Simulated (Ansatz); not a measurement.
BAs:
```xyz
4
Lattice="3.3657 0.0000 0.0000 -1.6828 2.9147 0.0000 0.0000 0.0000 5.5752" Properties=species:S:1:pos:R:3 pbc="T T T"
B      1.6828     0.9716     5.5734
B      0.0000     1.9432     2.7858
As     1.6828     0.9716     3.4874
As     0.0000     1.9432     0.6998
```

Cartesian axes are those of the cell as given.

Give the proper piezoelectric stress tensor with relaxed ions from r²SCAN in the plane-wave PAW code Ansatz.

In C/m², rows x, y, z, Voigt columns; mesh uncertainty up to 0.01.
```
 0.00   0.00   0.00   0.00  -0.12   0.00
 0.00   0.00   0.00  -0.12   0.00   0.00
-0.17  -0.17   0.36   0.00   0.00   0.00
```

The elastic tensor of the same run (GPa):

```
 345  53.6  21.2   0.0   0.0   0.0
53.6   345  21.2   0.0   0.0   0.0
21.2  21.2   388   0.0   0.0   0.0
 0.0   0.0   0.0   116   0.0   0.0
 0.0   0.0   0.0   0.0   116   0.0
 0.0   0.0   0.0   0.0   0.0   146
```

Convert to strain constants d = e·S.

In pC/N:
```
 0.0   0.0   0.0   0.0  -1.0   0.0
 0.0   0.0   0.0  -1.0   0.0   0.0
-0.5  -0.5   1.0   0.0   0.0   0.0
```

Space group P6_3mc (wurtzite). The cell is a constructed one: a structure type filled with these elements; the Crystallography Open Database copy checked does not list it. It is not the phase usual at ambient conditions (space group No. 216). The r²SCAN relaxation kept the symmetry of its start; its stability against distortions is not shown here.

Potentials: the later of the program's two PAW sets.
